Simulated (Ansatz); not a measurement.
A geometry of TaRu away from equilibrium: the start of the relaxation of a generated trial cell of TaRu. Level of theory: PBE (plane waves to 420 eV, PAW, scalar-relativistic; Ansatz, a quantum-chemistry and plane-wave program). Γ-centred k-mesh 6×9×5 on the run's cell (coarser than for final values), Fermi–Dirac smearing 0.05 eV.

```xyz
8
Lattice="5.5804 0.0000 0.0000 0.0000 3.6828 0.0000 0.0000 0.0000 6.1946" Properties=species:S:1:pos:R:3:forces:R:3 pbc="T T T" free_energy=-63242.128 pressure_GPa=26.9
Ru     0.0112     0.9207     4.9539    1.0185    0.0000   -0.6856
Ru     5.5692     2.7621     1.2408   -1.0185    0.0000    0.6856
Ru     2.7790     2.7621     1.8565   -1.0185    0.0000   -0.6856
Ru     2.8014     0.9207     4.3381    1.0185    0.0000    0.6856
Ta     1.1138     0.9207     2.5602   -1.2758    0.0000   -0.9392
Ta     4.4666     2.7621     3.6344    1.2758    0.0000    0.9392
Ta     1.6764     2.7621     5.6576    1.2758    0.0000   -0.9392
Ta     3.9041     0.9207     0.5371   -1.2758    0.0000    0.9392
```

Positions in Å, forces in eV/Å, free energy of the cell in eV (comparable only within this code, potentials and settings). Largest force: 1.58 eV/Å, on Ta5, Ta6, Ta7, Ta8 (atoms numbered as listed); the geometry lies 0.46 eV/atom above the end of its relaxation.

No spin polarisation in the result.

The run could not lose the symmetry of its start, so the end can be a saddle point.

The end of the path is a generated cell of TaRu: the first start was made by placing the elements on the sites of a structure type, and the end was not matched to a known phase here, so it may be hypothetical.
